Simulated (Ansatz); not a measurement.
**Trial structures of NdS5: starts and ends**

These are results of DFT PBE, scalar-relativistic, plane waves, PAW, and for the lanthanide a 4f-in-core norm-conserving potential (Ansatz 0.2.0), not measurements. All cells share a 660 eV cutoff and Γ-centred k meshes spaced at most about 0.3 Å⁻¹ (about 0.25 or finer for metals, 2π included). No spin polarisation in the final relaxations.

Each guess was relaxed in cell and atoms at zero pressure, within the symmetry of its start. Temperature and zero-point effects are left out. Coordination counts S atoms around Nd (those within 1.25 times the shortest such distance or 1.15 times the sum of covalent radii, 1.27 where that leaves under three).

```json
{"guess": "1", "made from": "TbCu5 type", "start group": "F-43m", "V start (Å³/atom)": "22.9", "end group": "F-43m", "V end (Å³/atom)": "18.3", "coordination at the end": "Nd 16", "gap on mesh (eV)": "0", "E over the lowest end (meV/atom)": "509"}
{"guess": "2", "made from": "CaPd5 type", "start group": "P6/mmm", "V start (Å³/atom)": "26.8", "end group": "?", "V end (Å³/atom)": "?", "coordination at the end": "?", "gap on mesh (eV)": "?", "E over the lowest end (meV/atom)": "?"}
{"guess": "3", "made from": "random cell", "start group": "P-43m", "V start (Å³/atom)": "27.7", "end group": "P-43m", "V end (Å³/atom)": "28.2", "coordination at the end": "Nd 4", "gap on mesh (eV)": "0", "E over the lowest end (meV/atom)": "514"}
{"guess": "4", "made from": "Tb5Mg type", "start group": "R32", "V start (Å³/atom)": "30.3", "end group": "R-3m", "V end (Å³/atom)": "30.2", "coordination at the end": "Nd 8", "gap on mesh (eV)": "0", "E over the lowest end (meV/atom)": "0"}
```

Guess 2 as it starts:

```xyz
6
Lattice="6.0590 0.0000 0.0000 -3.0295 5.2472 0.0000 0.0000 0.0000 5.0533" Properties=species:S:1:pos:R:3 pbc="T T T"
Nd    0.0000    0.0000    0.0000
S     0.0000    3.4981    0.0000
S     3.0295    1.7491    0.0000
S     3.0295    0.0000    2.5266
S     1.5147    2.6236    2.5266
S    -1.5147    2.6236    2.5266
```

Q: Fill in the missing row: what does this guess relax into, and where does it rank?

A: It ends in space group P6/mmm (No. 191), with a = 4.876 Å, c = 7.431 Å, 25.5 Å³/atom and no gap. It lies 0.47 eV/atom over the lowest end, above guess 4 and below guess 1. Counting S atoms around Nd, this end has Nd 6 and the lowest (guess 4) has Nd 8. The lowest (guess 4) holds S–S nets (shortest 2.37 Å); in this end the shortest S–S distance is 2.44 Å, near bonding range too.

Space group P6/mmm (No. 191). a = 4.876 Å, b = 4.876 Å, c = 7.431 Å, α = 90.00°, β = 90.00°, γ = 120.00°
```json
{"atom": "Nd", "site": "1a", "symmetry": "6/mmm", "x": "0.0000", "y": "0.0000", "z": "0.0000"}
{"atom": "S", "site": "2c", "symmetry": "-6m2", "x": "0.3333", "y": "0.6667", "z": "0.0000"}
{"atom": "S", "site": "3g", "symmetry": "mmm", "x": "0.5000", "y": "0.0000", "z": "0.5000"}
```

The zero of energy is the elements' standard structures at the same level; no fitted shifts are applied.

Q: Is the lowest end bound against the elements?

A: Yes: its formation energy is −0.51 eV/atom. It lies below the elements, which doesn't yet make it stable against other compounds or structures.

The k mesh leaves some 4 meV/atom of noise in the energy of each metallic cell. No dispersion correction is applied, so the spacing and binding between layers, chains or molecules are poorly described (P6/mmm), and this can change margins and order among such cells. In R-3m, P6/mmm, F-43m, P-43m an odd number of valence electrons (the lanthanide is held trivalent, its 4f shell in the core) allows no gap without spin; another valence of the lanthanide, a larger cell or a magnetic state could open one. A magnetic state wasn't ruled out in cells without spin, among them R-3m, P6/mmm, F-43m, P-43m. The reference form of S is held partly by dispersion forces, which this level lacks. Cells relaxed within their symmetry can be saddle points. A lower structure may well exist outside this small set. Some candidate types were left out of the draw beforehand, so a known form may be missing.

The lanthanide is trivalent by construction, without f bands, f moments or other valences. The reference runs of the other elements, and any phases without the lanthanide, used 420 eV, which shifts energies against them by under 10 meV/atom. The lanthanide's reference is the lowest of its hcp, dhcp and fcc cells.
